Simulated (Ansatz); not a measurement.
An Ansatz (a first-principles code) run. Input:

Ansatz 0.2 input:
```yaml
crystal:
  lattice:
    - [5.0685712757, 0.0, 0.0]
    - [0.0, 5.0685712757, 0.0]
    - [0.0, 0.0, 5.0685712757]
  atoms:
    - { symbol: Tl, position: [0.0, 0.0, 0.0] }
    - { symbol: La, position: [0.0, 0.5, 0.5] }
    - { symbol: La, position: [0.5, 0.0, 0.5] }
    - { symbol: La, position: [0.5, 0.5, 0.0] }
kpoints:
  mp_grid: { grid: [6, 6, 6] }
  band_path:
    path:
      - [[0.0, 0.0, 0.0], [0.0, 0.5, 0.0], [0.5, 0.5, 0.0], [0.0, 0.0, 0.0], [0.5, 0.5, 0.5], [0.0, 0.5, 0.0]]  # Γ-X-M-Γ-R-X
      - [[0.5, 0.5, 0.5], [0.5, 0.5, 0.0]]  # R-M
    npoints: 12
hamiltonian:
  xc: r2scan
  pseudopotentials: { kind: paw }
magnetization: { noncollinear: true, spin_orbit: true }
scf:
  n_extra_bands: 12
  convergence: { dr2_threshold: 0.0000000001 }
  occupations: { method: gaussian, width: 0.05 }
output: { eigenvalues: true }
```

Output (shortened):

```
Pseudopotential: Tl, paw_fr, valence charge 13
Pseudopotential: La, paw_fr, valence charge 11
Functional definition: r2SCAN
non-collinear run that drives no moment, with spin-orbit …
Crystal: 4 atoms, lattice volume = 130.214 Å³
Basis set: ecut = 500 eV, 3287 PW (Γ), exchange–correlation on 160×160×160 points (64 copies of the dense FFT grid, shifted against one another)
Bands: 58, of which v1, the nominal top of the filled ones, is band 46 counted from 1 (45 counted from 0)
Symmetry: 48 space group operations + 48 with time reversal
k-points: 20 of 216
Projection manifold: j_resolved (fully-relativistic pseudo-atomic orbitals)
SCF iter   1: F=—  HF=-30180.061757 eV  |F-HF|=—  |Δ(HF+E_count)|=         —  Δρ=3.86e-2  dr2=4.56e0  dr2_τ=9.75e-3  dr2_m=0.00e0 (ungated)  ethr=3.10e-3  |M|=0.00e0 ∫|m|=0.00e0 μB  |m|>n=0.0e0 m-floor=0.0e0 τ_xc=0.0e0  β_m=0.30  ⟨swp⟩=5.5  Hψ=3473  notcnv=0  defer=4
preconditioner: auto → Kerker (q_TF=auto, 2.294 Å⁻¹)
spin=Noncollinear: Kerker preconditioning applied to the charge; magnetization (m_x, m_y, m_z) channels mix plain (no charge-response kernel on spin).
SCF iter   2: F=—  HF=-30179.499220 eV  |F-HF|=—  |Δ(HF+E_count)|=   5.63e-1  Δρ=2.65e-2  dr2=2.07e0  dr2_τ=4.82e-3  dr2_m=0.00e0 (ungated)  ethr=3.10e-3  |M|=0.00e0 ∫|m|=0.00e0 μB  |m|>n=0.0e0 m-floor=0.0e0 τ_xc=0.0e0  β_m=0.59  ⟨swp⟩=2.6  Hψ=973  notcnv=0  defer=98
preconditioner: auto → Resta (q_TF=auto, 2.294 Å⁻¹)
spin=Noncollinear: Resta preconditioning applied to the charge; magnetization (m_x, m_y, m_z) channels mix plain (no charge-response kernel on spin).
SCF iter   3: F=—  HF=-30179.059088 eV  |F-HF|=—  |Δ(HF+E_count)|=   4.40e-1  Δρ=5.98e-3  dr2=1.25e-1  dr2_τ=6.83e-4  dr2_m=0.00e0 (ungated)  ethr=3.10e-3  |M|=0.00e0 ∫|m|=0.00e0 μB  |m|>n=0.0e0 m-floor=0.0e0 τ_xc=0.0e0  β_m=0.76  ⟨swp⟩=3.0  Hψ=1026  notcnv=0  defer=102
SCF iter   4: F=—  HF=-30179.052514 eV  |F-HF|=—  |Δ(HF+E_count)|=   6.57e-3  Δρ=1.97e-3  dr2=1.04e-2  dr2_τ=1.09e-4  dr2_m=0.00e0 (ungated)  ethr=2.71e-4  |M|=0.00e0 ∫|m|=0.00e0 μB  |m|>n=0.0e0 m-floor=0.0e0 τ_xc=0.0e0  β_m=0.75  ⟨swp⟩=4.5  Hψ=1176  notcnv=0  defer=102
SCF iter   5: F=—  HF=-30179.052037 eV  |F-HF|=—  |Δ(HF+E_count)|=   4.77e-4  Δρ=8.19e-4  dr2=1.31e-3  dr2_τ=6.28e-6  dr2_m=0.00e0 (ungated)  ethr=2.27e-5  |M|=0.00e0 ∫|m|=0.00e0 μB  |m|>n=0.0e0 m-floor=0.0e0 τ_xc=0.0e0  β_m=0.88  ⟨swp⟩=2.1  Hψ=712  notcnv=0  defer=98
SCF iter   6: F=—  HF=-30179.052307 eV  |F-HF|=—  |Δ(HF+E_count)|=   2.70e-4  Δρ=1.46e-4  dr2=5.14e-5  dr2_τ=1.95e-7  dr2_m=0.00e0 (ungated)  ethr=2.84e-6  |M|=0.00e0 ∫|m|=0.00e0 μB  |m|>n=0.0e0 m-floor=0.0e0 τ_xc=0.0e0  β_m=0.94  ⟨swp⟩=2.8  Hψ=982  notcnv=0  defer=98
SCF iter   7: F=—  HF=-30179.052324 eV  |F-HF|=—  |Δ(HF+E_count)|=   1.77e-5  Δρ=4.22e-5  dr2=4.57e-6  dr2_τ=8.29e-9  dr2_m=0.00e0 (ungated)  ethr=1.12e-7  |M|=0.00e0 ∫|m|=0.00e0 μB  |m|>n=0.0e0 m-floor=0.0e0 τ_xc=0.0e0  β_m=0.97  ⟨swp⟩=2.1  Hψ=760  notcnv=0  defer=98
SCF iter   8: F=—  HF=-30179.052269 eV  |F-HF|=—  |Δ(HF+E_count)|=   5.55e-5  Δρ=9.02e-6  dr2=1.34e-7  dr2_τ=1.54e-9  dr2_m=0.00e0 (ungated)  ethr=9.93e-9  |M|=0.00e0 ∫|m|=0.00e0 μB  |m|>n=0.0e0 m-floor=0.0e0 τ_xc=0.0e0  β_m=0.97  ⟨swp⟩=2.5  Hψ=1039  notcnv=0  defer=98
SCF iter  11: F=-30179.052269 eV  HF=-30179.052269 eV  |F-HF|=7.28e-12  |Δ(HF+E_count)|=  1.35e-10  Δρ=1.05e-7  dr2=2.39e-11  dr2_τ=1.18e-13  dr2_m=0.00e0 (ungated)  ethr=1.00e-12  |M|=0.00e0 ∫|m|=0.00e0 μB  |m|>n=0.0e0 m-floor=0.0e0 τ_xc=0.0e0  ⟨swp⟩=16.9  Hψ=2803  notcnv=0
SCF 1 converged in 11 iterations: F = -30179.052269 eV  dr2 = 2.39e-11
NSCF: frozen V_eff on 74 k-points
SCF converged after 11 iterations
Magnetization: |M| = 0.0000 μB,  M = (+0.0000, +0.0000, +0.0000) μB
Absolute magnetization: 0.0000 μB (∫|m|)
  site 0: m = (+0.0000, +0.0000, +0.0000) μB, |m| = 0.0000 μB  (R = 1.48 Å)
  site 1: m = (+0.0000, +0.0000, +0.0000) μB, |m| = 0.0000 μB  (R = 1.48 Å)
  site 2: m = (+0.0000, +0.0000, +0.0000) μB, |m| = 0.0000 μB  (R = 1.48 Å)
  site 3: m = (+0.0000, +0.0000, +0.0000) μB, |m| = 0.0000 μB  (R = 1.48 Å)
Free energy (F): -30179.052269 eV
Harris-Foulkes:  -30179.052269 eV  (|F-HF|=7.28e-12)
Internal energy: -30179.042049 eV  (E = F + TS)
E sigma→0 (E₀):  -30179.047159 eV
Entropy (-TS):   -0.010220 eV (-2.555 meV/atom)
Fermi energy:    11.891282 eV
--- Per-component energies (eV) ---
  E_band       = -104.947908
  E_kinetic    = 917.534515
  E_local      = -1839.155666  (includes V_loc(G=0)·N_el)
  E_nonlocal   = 593.996335
  E_hartree    = 647.634736
  E_xc         = -614.503813
  E_vxc        = -639.001735  (∫ρ·V_xc dr)
  E_paw        = -26430.921942  (= ΣΔE_a)
  E_vpaw       = -470.792436  (= ΣTr[D̂ρ^β])
  E_aug_tail   = 0.000018  (compensation charges beyond the density's cutoff)
  E_vtau       = 37.201566  (kinetic-family band-sum trace: ∫τ·v_τ [+ j·A + Jᵃ·Aᵃ] dr)
  E_ewald      = -3454.838405
  E_core_change = 1.212175  (= ΣΔE_core)
  E_smearing   = -0.010220  (= −TS)
  E_closure    = 0.000000  (closes the sum)
  Σ components = -30179.052269   (vs F -30179.052269, Δ=0.00e0)
  [band-id]    e_kinetic+e_local+e_nonlocal+2·e_hartree+e_vxc+e_vpaw+e_augmentation_tail+e_vtau = -104.947932   (vs E_band -104.947908, Δ=-2.33e-5)
--- Band table (eV; the first three rows and the last of 20) ---
  k-point 0: bands = ["-22.2075", "-22.2075", "-21.8607", "-21.8607", "-21.8607", "-21.8607", "-7.3145", "-7.3145", "-7.3145", "-7.3145", "-6.6111", "-6.6111", "-5.3281", "-5.3281", "-4.8941", "-4.8941", "-4.8941", "-4.8941", "-4.4675", "-4.4675", "-3.9943", …
  k-point 1: bands = ["-22.1874", "-22.1874", "-21.8816", "-21.8816", "-21.8603", "-21.8603", "-7.3083", "-7.3083", "-7.2693", "-7.2693", "-6.6473", "-6.6473", "-5.2911", "-5.2911", "-4.8994", "-4.8994", "-4.8724", "-4.8724", "-4.4929", "-4.4929", "-4.0997", …
  k-point 2: bands = ["-22.1354", "-22.1354", "-21.9353", "-21.9353", "-21.8595", "-21.8595", "-7.2960", "-7.2960", "-7.1494", "-7.1494", "-6.7516", "-6.7516", "-5.2146", "-5.2146", "-4.8598", "-4.8598", "-4.8061", "-4.8061", "-4.5673", "-4.5673", "-4.3580", …
  k-point 19: bands = ["-21.9737", "-21.9737", "-21.9737", "-21.9737", "-21.9737", "-21.9737", "-7.3556", "-7.3556", "-7.1536", "-7.1536", "-7.1536", "-7.1536", "-5.3149", "-5.3149", "-5.0032", "-5.0032", "-4.5401", "-4.5401", "-4.5401", "-4.5401", "-3.9952", …
```

Cost: about 5 core-minutes (a rough figure) on shared cores.

Space group Pm-3m (Cu3Au type). The workflow started from an entry of the Crystallography Open Database (COD). Its standing as an ambient phase is unchecked. Symmetry was held in the r²SCAN relaxation; its stability against distortions is not shown here.

Potentials: the later of the program's two PAW sets.

Ansatz is a plane-wave DFT program.
